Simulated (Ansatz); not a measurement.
A trial structure of Al2BP3 was built thus: random cell by space group and Wyckoff sites (P6/mmm, No. 191). Its size is a rough estimate.

Space group P6/mmm (No. 191). a = 4.644 Å, b = 4.644 Å, c = 5.588 Å, α = 90.00°, β = 90.00°, γ = 120.00°
```csv
atom,site,symmetry,x,y,z
Al,2e,6mm,0.0000,0.0000,0.7564
B,1a,6/mmm,0.0000,0.0000,0.0000
P,2c,-6m2,0.3333,0.6667,0.0000
P,1b,6/mmm,0.0000,0.0000,0.5000
```

All numbers below come from DFT PBE, scalar-relativistic, plane waves, PAW in Ansatz 0.2.0. Cutoff 420 eV, Gaussian smearing, Γ-centred meshes. Cell and atoms relax first on a coarse mesh and then on a finer one. In between, the cell is made exact in the group found at 0.06 Å. In metals the finer mesh still leaves noise of several meV/atom or more. The steps can't lower the symmetry of their start. No spin polarisation.

A guess keeps its type if space group and coordination stay and the shape of the cell changes little (axis ratios within about 15 %, angles within 6°); the volume may change.

Q: Does this structure survive the relaxation?

A: It doesn't keep its type. The symmetry stays P6/mmm (No. 191). The volume per atom grows by 25.0 %, from 17.4 to 21.7 Å³. The shortest distance goes from 1.36 Å (Al–B) to 2.01 Å (Al–B). The ratio c/a of the conventional cell changes by a factor of 1.63. Counting neighbours within 15 % of an atom's shortest distance, the start has Al 2, B 2, P 2/12 and the end Al 2, B 2, P 2/6. In detail, at the end Al is surrounded by 1 B at 2.01 Å, 1 P at 2.15 Å and 6 P at 3.17 Å; B has 2 Al at 2.01 Å and 6 P at 2.46 Å; P on a site of symmetry -6m2 is surrounded by 3 B at 2.46 Å, 3 P at 2.46 Å and 6 Al at 3.17 Å; 1 more site not described.

```
CELL_PARAMETERS angstrom
4.25277 0.00000 0.00000
-2.12639 3.68301 0.00000
0.00000 0.00000 8.32540
ATOMIC_POSITIONS crystal
Al 0.00000 0.00000 0.75845
Al 0.00000 0.00000 0.24155
B 0.00000 0.00000 0.00000
P 0.33333 0.66667 0.00000
P 0.66667 0.33333 0.00000
P 0.00000 0.00000 0.50000
```

Energies over the elements count from the elements' standard structures at the same level, with no fitted energy shifts. The references include black phosphorus.

Q: At what energy does it end?

A: +0.97 eV/atom. The separate elements lie lower, so it is unstable against them.

The last run used a 12×12×6 mesh (in the run's order of axes) for its 6-atom cell and Gaussian smearing of 0.10 eV. Weakly bound directions are ill-defined at this level, which has no dispersion term. The reference form of P is held partly by dispersion forces, which this level lacks. Symmetry constrained the relaxation, so the result can be a saddle point. Another cell of Al2BP3 relaxed alike, in P-3m1, lies 0.85 eV/atom lower, so this cell isn't the stable form at this level.

In counts of neighbours, a slash parts the counts of unlike sites.
